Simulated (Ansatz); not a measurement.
An Ansatz (a first-principles code) run. Input:

Ansatz 0.2 input:
```yaml
crystal:
  lattice:
    - [3.1630899123, 0.0, 0.0]
    - [0.0, 3.1630899123, 0.0]
    - [0.0, 0.0, 6.852069325]
  atoms:
    - { symbol: Si, position: [0.0, 0.0, 0.25] }
    - { symbol: Si, position: [0.0, 0.0, 0.75] }
    - { symbol: C, position: [0.0, 0.5, 0.0992792754] }
    - { symbol: C, position: [0.5, 0.0, 0.5992792754] }
    - { symbol: C, position: [0.0, 0.5, 0.9007207246] }
    - { symbol: C, position: [0.5, 0.0, 0.4007207246] }
kpoints:
  mp_grid: { grid: [13, 13, 6] }
hamiltonian:
  xc: r2scan
  pseudopotentials: { kind: paw }
scf:
  occupations: { method: gaussian, width: 0.05 }
checkpoint: { read: metal.run }
output: { write_density: true, elf: true, volumetric_format: npy }
basis: { fft_grid_basis: typed }
```

Output (shortened):

```
Pseudopotential: Si, paw, valence charge 4
Pseudopotential: C, paw, valence charge 4
Functional definition: r2SCAN
Crystal: 6 atoms, lattice volume = 68.556 Å³
Basis set: ecut = 500 eV, 1717 PW (Γ), exchange–correlation on 96×96×200 points (64 copies of the dense FFT grid, shifted against one another)
Bands: 24, of which v1, the nominal top of the filled ones, is band 12 counted from 1 (11 counted from 0)
Symmetry: 16 space group operations
Space group: P42/mmc (ITA 131), of the structure as read, at distance tolerance 4.1e-5 Å
k-points: 112 of 1014
Stability of the state it starts from, as read at its close in the unpolarized treatment …
iter 1 solved again at ethr=2.39e-7 eV; its pass at ethr=3.10e-3 eV (dr2=5.74e-5 eV) is discarded
SCF iter   1: F=—  HF=-2282.470678 eV  |F-HF|=—  |Δ(HF+E_count)|=         —  Δρ=1.12e-6  dr2=5.69e-10  dr2_τ=4.19e-11  ethr=2.39e-7  ⟨swp⟩=3.2  Hψ=22455  notcnv=0
preconditioner: auto → Kerker (q_TF=auto, 2.290 Å⁻¹)
SCF iter   2: F=-2282.470678 eV  HF=-2282.470678 eV  |F-HF|=1.50e-11  |Δ(HF+E_count)|=   5.71e-8  Δρ=5.29e-7  dr2=8.97e-11  dr2_τ=3.85e-11  ethr=2.37e-12  ⟨swp⟩=7.5  Hψ=11242  notcnv=0
SCF 1 converged in 2 iterations: F = -2282.470678 eV  dr2 = 8.97e-11
SCF converged after 2 iterations
Free energy (F): -2282.470678 eV
Harris-Foulkes:  -2282.470678 eV  (|F-HF|=1.50e-11)
Internal energy: -2282.469445 eV  (E = F + TS)
E sigma→0 (E₀):  -2282.470061 eV
Entropy (-TS):   -0.001233 eV (-0.206 meV/atom)
Fermi energy:    7.175244 eV
--- Per-component energies (eV) ---
  E_band       = -1.368615
  E_kinetic    = 442.537505
  E_local      = -551.616702  (includes V_loc(G=0)·N_el)
  E_nonlocal   = 156.902126
  E_hartree    = 162.634588
  E_xc         = -292.860128
  E_vxc        = -361.994530  (∫ρ·V_xc dr)
  E_paw        = -1441.735091  (= ΣΔE_a)
  E_vpaw       = -30.841087  (= ΣTr[D̂ρ^β])
  E_aug_tail   = 0.000025  (compensation charges beyond the density's cutoff)
  E_vtau       = 18.374872  (kinetic-family band-sum trace: ∫τ·v_τ [+ j·A + Jᵃ·Aᵃ] dr)
  E_ewald      = -758.079808
  E_core_change = -0.251961  (= ΣΔE_core)
  E_smearing   = -0.001233  (= −TS)
  E_closure    = 0.000000  (closes the sum)
  Σ components = -2282.470678   (vs F -2282.470678, Δ=0.00e0)
  [band-id]    e_kinetic+e_local+e_nonlocal+2·e_hartree+e_vxc+e_vpaw+e_augmentation_tail+e_vtau = -1.368614   (vs E_band -1.368615, Δ=7.40e-7)
--- Band table (eV; the first three rows and the last of 112) ---
  k-point 0: bands = ["-9.8107", "-8.2437", "-6.1549", "-1.1736", "-0.4244", "2.5236", "2.5236", "3.9721", "5.2548", "5.2548", "6.1197", "6.1197", "8.7641", "11.0235", "11.3275", "11.3275", "11.5821", "14.6505", "15.2262", "16.9113", "16.9201", "16.9201", "17.4148", "20.3377"]
  k-point 1: bands = ["-9.7469", "-8.4524", "-5.8346", "-2.0151", "0.4129", "2.5545", "2.5545", "3.7896", "4.9398", "4.9398", "6.5313", "6.5313", "8.8133", "10.4809", "11.0535", "11.0535", "12.1524", "14.5472", "15.4352", "16.6392", "17.2889", "17.2889", "17.9833", "19.9823"]
  k-point 2: bands = ["-9.5582", "-8.8612", "-5.0935", "-3.1101", "1.4867", "2.6235", "2.6235", "3.2659", "4.5542", "4.5542", "7.1604", "7.1604", "8.9872", "9.8337", "10.4853", "10.4853", "12.8830", "14.1521", "16.0055", "16.6812", "18.1924", "18.1924", "18.5069", "19.2260"]
  k-point 111: bands = ["-7.3800", "-7.3800", "-2.1318", "-2.1318", "-1.4515", "-1.4515", "1.5562", "1.5562", "2.8169", "2.8169", "3.6162", "3.6162", "8.8127", "8.8127", "10.1930", "10.1930", "14.6085", "14.6085", "16.9826", "16.9826", "19.6097", "19.6097", "20.7647", "20.7647"]
```

Cost: about 14 core-seconds (a rough figure) on shared cores.

Space group P4_2/mmc. The start of the workflow was typed in or built on a structure type; neither database checked (COD, Materials Project) lists it. Its standing as an ambient phase is unchecked. The r²SCAN relaxation kept the symmetry of its start; whether a distortion lowers the energy is not shown. Its formation energy is positive at this level, so the cell may be metastable or incomplete.

Potentials: the later of the program's two PAW sets.

Ansatz is a plane-wave DFT program.
